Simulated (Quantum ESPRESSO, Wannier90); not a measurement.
Tight-binding from DFT: Se (P3₁21)

```yaml
crystal:
  lattice:
    - [4.50482, 0.00000, 0.00000]
    - [-2.25241, 3.90129, 0.00000]
    - [0.00000, 0.00000, 4.97880]
  atoms:
    - { symbol: Se, position: [0.21789, 0.00000, 0.33333] }
    - { symbol: Se, position: [0.00000, 0.21789, 0.66667] }
    - { symbol: Se, position: [0.78211, 0.78211, 0.00000] }
```

Structure: Materials Project mp-14, symmetrised, not relaxed again. COD (Crystallography Open Database) has the formula in 4 space groups, this one among them (matched by group alone). Level: PBEsol, no spin polarisation, no spin-orbit coupling; pw.x of Quantum ESPRESSO at 69 Ry with PseudoDojo potentials, 6×6×6 k-points, Wannier90. Density: 12×12×6 mesh, cold smearing 0.01 Ry. The cell is built of weakly bound layers, chains or molecules, whose nearest atoms lie 3.56 Å apart. Database cells relaxed without dispersion often hold them too far apart, which can enlarge gaps and weakens couplings between them; spacing and stacking were not compared with the measured crystal. Spin-orbit coupling, left out, would split the p-like bands by a few tenths of an eV.

Functional, cutoff and mesh named above are those of the base row (1); the first column says what each row takes instead. Model: 9 functions from bands 16-24, start SCDM (isolated) (the valence bands). Energies are relative to the valence-band maximum; the misfit is to pw.x on a path, for all bands of the set. The lattice is scaled uniformly, fractional positions fixed. Ω_total can sit in another minimum from row to row; Ω_I of an isolated set cannot.

| scale | Ω_I (Å²) | Ω_total (Å²) | rms misfit (meV) | gap (eV) | bottom of band 16 (eV) |
|---|---|---|---|---|---|
| 0.97 | 14.32 | 16.02 | 2.8 | 1.13 | -16.41 |
| 0.99 | 14.58 | 16.26 | 2.5 | 1.07 | -15.87 |
| 1 | 14.71 | 16.39 | 2.4 | 1.04 | -15.62 |
| 1.01 | 14.85 | 16.52 | 2.3 | 1.01 | -15.38 |
| 1.03 | 15.13 | 16.78 | 2.0 | 0.95 | -14.94 |
